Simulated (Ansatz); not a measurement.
The relaxed structure here is a generated cell of P: the first start was made by placing the elements on the sites of a structure type, and the end was not matched to a known phase here, so it may be hypothetical. Known forms of P include space group No. 64.

A relaxed cell of P (P6/mmm (No. 191)), relaxed on a k-mesh at least as fine as the one used below. The numbers are results of PBEsol (plane waves to 420 eV, PAW, scalar-relativistic; Ansatz, a program for electronic structure), not measurements. Γ-centred k-mesh 7×14×13 on the run's cell (coarser than for final values), Fermi–Dirac smearing 0.05 eV.

```xyz
2
Lattice="5.2235 0.0000 0.0000 -1.3059 2.2618 0.0000 0.0000 0.0000 2.4074" Properties=species:S:1:pos:R:3 pbc="T T T"
P      0.0000     0.0000     0.0000
P      2.6117     0.0000     0.0000
```

The atoms are displaced along an unstable phonon of this cell by (Å):

```
atom      ux      uy     uz
----  ------  ------  -----
P1     0.075  -0.130  0.000
P2    -0.075   0.130  0.000
```

Q: What forces (eV/Å) and pressure result?

A: 
```csv
atom,Fx,Fy,Fz
P1,0.23,-0.39,0.00
P2,-0.23,0.39,0.00
```

Pressure +0.7 GPa.

The undisplaced cell is probably no minimum: from this displacement the run went on to P4/mmm (No. 123) at a tolerance of 0.01 Å, Pm-3m (No. 221) at 0.1 Å, 0.32 eV/atom below it.

No spin polarisation in the result. The relaxed primitive cell holds an odd number of electrons. A magnetic state may lie lower.
